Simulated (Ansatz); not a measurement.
**Is this IrPt₂ structure a true minimum?**

The cell was found from a proposed guess, not taken from experiment.

Computed with DFT PBE, scalar-relativistic, plane waves, PAW (Ansatz). Settings: cutoff 420 eV, Γ-centred mesh 12×12×6 on the computed 3-atom cell, Gaussian smearing of 0.10 eV; collinear spin from starting moments 0.4 0.1 0.1 μB.

The cell below (3 atoms, space group P-3m1 (No. 164)) is relaxed within its symmetry.

```xyz
3
Lattice="2.7953 0.0000 0.0000 -1.3977 2.4208 0.0000 0.0000 0.0000 6.7642" Properties=species:S:1:pos:R:3 pbc="T T T"
Ir    0.0000    0.0000    0.0000
Pt    0.0000    1.6139    2.2216
Pt    1.3977    0.8069    4.5426
```

For the test a repeat of it with 6 atoms (edges 2.80, 4.84, 6.76 Å) was strained at random (σ = 1.5 % a component), the atoms were moved at random (σ = 0.05 Å), and all was relaxed again on a coarse 8×4×4 mesh (in the run’s order of axes) with 0.20 eV smearing, with no symmetry imposed.

These runs have no spin–orbit coupling, which can matter for Ir and Pt.

Task: Is the structure stable against such a distortion?

Result: It returns, within 1 meV/atom of the unmoved cell on that mesh and with the same symmetry when read at 0.1 Å (C2/m at 0.01 Å, so small strains and shifts remain). No instability shows in this cell; modes of other wave vectors, which need another repeat, aren't tested.
